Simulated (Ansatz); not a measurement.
**4 guesses for Hf2WS2 and where they end**

These are results of DFT PBE, scalar-relativistic, plane waves, PAW in Ansatz 0.2.0, not measurements. Settings: cutoff 420 eV, Γ-centred meshes spaced at most about 0.3 Å⁻¹, and about 0.25 Å⁻¹ or finer for metals (2π included), Gaussian smearing. No spin polarisation in the final relaxations.

Each guess was relaxed in cell and atoms at zero pressure, within the symmetry of its start. Temperature and zero-point effects are left out. Coordination counts S atoms around Hf and W (those within 1.25 times the shortest such distance or 1.15 times the sum of covalent radii; the shortest distance is added where it is long for a bond).

```json
{"guess": "1", "made from": "random cell", "start group": "P-4m2", "V start (Å³/atom)": "21.7", "end group": "?", "V end (Å³/atom)": "?", "coordination at the end": "?", "gap on mesh (eV)": "?", "E over the lowest end (meV/atom)": "?"}
{"guess": "2", "made from": "random cell", "start group": "P-3m1", "V start (Å³/atom)": "20.5", "end group": "P-3m1", "V end (Å³/atom)": "23.1", "coordination at the end": "Hf 3, W 6 from 4.5 Å", "gap on mesh (eV)": "0", "E over the lowest end (meV/atom)": "824"}
{"guess": "3", "made from": "K2NiO2 type", "start group": "I4/mmm", "V start (Å³/atom)": "20.2", "end group": "I4/mmm", "V end (Å³/atom)": "19.0", "coordination at the end": "Hf 4, W 2", "gap on mesh (eV)": "0", "E over the lowest end (meV/atom)": "0"}
{"guess": "4", "made from": "random cell", "start group": "P4/mmm", "V start (Å³/atom)": "20.1", "end group": "P4/mmm", "V end (Å³/atom)": "23.6", "coordination at the end": "Hf 8 from 3.4 Å, W 2", "gap on mesh (eV)": "0", "E over the lowest end (meV/atom)": "1467"}
```

Guess 1 as it starts:

```cif
data_structure
_symmetry_space_group_name_H-M 'P-4m2'
_symmetry_Int_Tables_number 115
_cell_length_a 4.2409
_cell_length_b 4.2409
_cell_length_c 6.0439
_cell_angle_alpha 90.000
_cell_angle_beta 90.000
_cell_angle_gamma 90.000
_cell_volume 108.70
loop_
_atom_site_label
_atom_site_type_symbol
_atom_site_symmetry_multiplicity
_atom_site_Wyckoff_symbol
_atom_site_fract_x
_atom_site_fract_y
_atom_site_fract_z
_atom_site_occupancy
Hf1 Hf 1 c 0.50000 0.50000 0.50000 1
Hf2 Hf 1 d 0.00000 0.00000 0.50000 1
W1 W 1 b 0.50000 0.50000 0.00000 1
S1 S 2 g 0.00000 0.50000 0.81273 1
```

Problem. Fill in the missing row: what does this guess relax into, and where does it rank?

Solution. It ends in space group P-4m2 (No. 115), with a = 4.145 Å, c = 5.769 Å, 19.8 Å³/atom and no gap. It lies 0.88 eV/atom over the lowest end, above guess 2 and below guess 4. Counting S atoms around Hf and W, this end has Hf 4, W 4 and the lowest (guess 3) has Hf 4, W 2.

```
Hf W S
1.0
     4.14458    0.00000    0.00000
     0.00000    4.14458    0.00000
     0.00000    0.00000    5.76900
Hf W S
2 1 2
Direct
  0.50000 0.50000 0.50000
  0.00000 0.00000 0.50000
  0.50000 0.50000 0.00000
  0.00000 0.50000 0.80334
  0.50000 0.00000 0.19666
```

Formation energies are uncorrected and refer to the elements' standard structures at the same level.

Problem. Is the lowest end bound against the elements?

Solution. Yes: its formation energy is −0.96 eV/atom. It lies below the elements, which doesn't yet make it stable against other compounds or structures.

Weakly bound directions are ill-defined at this level, which has no dispersion term (P-3m1), and this can change margins and order among such cells. Spin–orbit coupling, which can matter for Hf and W, is left out. The reference form of S is held partly by dispersion forces, which this level lacks. Cells relaxed within their symmetry can be saddle points. A lower structure may well exist outside this small set. Some types were kept out of the candidates beforehand, so the set may lack a known form.
